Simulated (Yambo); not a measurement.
Yambo run on Zn3PBr3 (space group Pm, No. 6). The wavefunctions come from this Quantum ESPRESSO step (PBEsol, PseudoDojo standard norm-conserving files, scalar-relativistic):

```
&CONTROL
  calculation = 'nscf'
  pseudo_dir = './pseudo'
  outdir = './out'
/
&SYSTEM
  ibrav = 0
  nat = 7
  ntyp = 3
  ecutwfc = 84.0
  ecutrho = 336.0
  occupations = 'fixed'
  force_symmorphic = .true.
  nbnd = 210
/
&ELECTRONS
  conv_thr = 7.000000000000001e-09
  diago_full_acc = .true.
  diago_thr_init = 1e-08
/
ATOMIC_SPECIES
P 30.9738 P.upf
Zn 65.3800 Zn.upf
Br 79.9040 Br.upf
CELL_PARAMETERS angstrom
  6.597110000000   0.000000000000   0.000000000000
  0.000000000000   4.006560000000   0.000000000000
 -0.076308000000   0.000000000000   6.933020000000
ATOMIC_POSITIONS crystal
P   0.370900000000   0.500000000000   0.177400000000
Zn   0.474090000000   0.000000000000   0.299390000000
Zn   0.500490000000   0.500000000000   0.874710000000
Zn   0.026180000000   0.500000000000   0.151050000000
Br   0.869330000000   0.000000000000   0.328600000000
Br   0.867170000000   0.500000000000   0.832250000000
Br   0.387830000000   0.000000000000   0.669950000000
K_POINTS automatic
2 4 2 0 0 0
```

Yambo input:

```
rim_cut
gw0
dyson
el_el_corr
HF_and_locXC
ppa
em1d
RandQpts= 1000000
RandGvec= 1 Ry
EXXRLvcs= 84 Ry
VXCRLvcs= 336 Ry
Chimod= "HARTREE"
% BndsRnXp
 13 | 209 |
%
NGsBlkXp= 6 Ry
% LongDrXp
 1.0 | 1.0 | 1.0 |
%
PPAPntXp= 27.2114 eV
% GbndRnge
 1 | 209 |
%
GTermKind= "BG"
DysSolver= "n"
ExtendOut
% QPkrange
 1 | 1 | 43 | 44 |
 2 | 2 | 43 | 44 |
 6 | 6 | 43 | 44 |
 7 | 7 | 43 | 44 |
 8 | 8 | 43 | 44 |
 11 | 11 | 43 | 44 |
 12 | 12 | 43 | 44 |
%
```

k points by index: 1 = Γ, 2 = (0, 0, -0.5), 6 = (0, -0.5, -0.5), 7 = (-0.5, 0, 0), 8 = (-0.5, 0, -0.5), 11 = (-0.5, -0.5, 0), 12 = (-0.5, -0.5, -0.5).

Table of the .qp output:

```
#    K-point    Band    Eo [eV]    E [eV]    E-Eo [eV]    Vxc [eV]    Vnlxc [eV]    Sc|Eo [eV]    Sc|E [eV]    dSc/dw|Eo [eV]    Re(Z)    Im(Z)
#
    1    43    0.000000    -0.770803    -0.770803    -14.45485    -17.12050    1.690714    1.894849    -7.205552    0.790637    -0.001465
    1    44    1.628039    2.206647    0.578608    -10.91132    -6.863349    -3.340560    -3.469363    -6.056325    0.817950    -0.001333
    2    43    -0.143315    -0.921019    -0.777704    -14.15340    -16.84259    1.704978    1.911488    -7.224692    0.790197    -0.001475
    2    44    2.665290    3.365711    0.700420    -11.78892    -7.503979    -3.422554    -3.584517    -6.291207    0.812215    -0.001374
    6    43    -0.828289    -1.631942    -0.803653    -13.69742    -16.56018    1.846385    2.059109    -7.201738    0.790724    -0.001494
    6    44    2.749341    3.290966    0.541625    -10.67554    -6.612591    -3.399757    -3.521329    -6.106469    0.816719    -0.001359
    7    43    -0.154430    -0.930147    -0.775718    -14.18471    -16.86493    1.698486    1.904504    -7.225951    0.790168    -0.001475
    7    44    2.369452    3.021684    0.652232    -11.02372    -6.773344    -3.451126    -3.598143    -6.132478    0.816081    -0.001357
    8    43    -0.345492    -1.125018    -0.779526    -13.74110    -16.42023    1.691461    1.899606    -7.264871    0.789276    -0.001491
    8    44    3.239600    3.923695    0.684095    -11.11890    -6.713269    -3.565555    -3.721537    -6.203392    0.814349    -0.001381
    11    43    -1.149321    -1.948536    -0.799215    -13.33777    -16.17668    1.827384    2.039694    -7.227627    0.790130    -0.001508
    11    44    3.122625    3.710192    0.587567    -10.99614    -6.819166    -3.455882    -3.589405    -6.182423    0.814861    -0.001372
    12    43    -1.034366    -1.831263    -0.796897    -12.87358    -15.65786    1.773741    1.987383    -7.294149    0.788606    -0.001521
    12    44    2.523128    3.070983    0.547855    -10.72884    -6.690648    -3.368277    -3.490342    -6.061531    0.817822    -0.001349
```
(The two width columns are left out.) Convergence of these settings isn't established.

Spin-orbit coupling is not included.

Geometry of the Materials Project entry, not relaxed at this level.

The structure is a Materials Project entry; no match was found in the copy of COD used, and its stability was not checked.
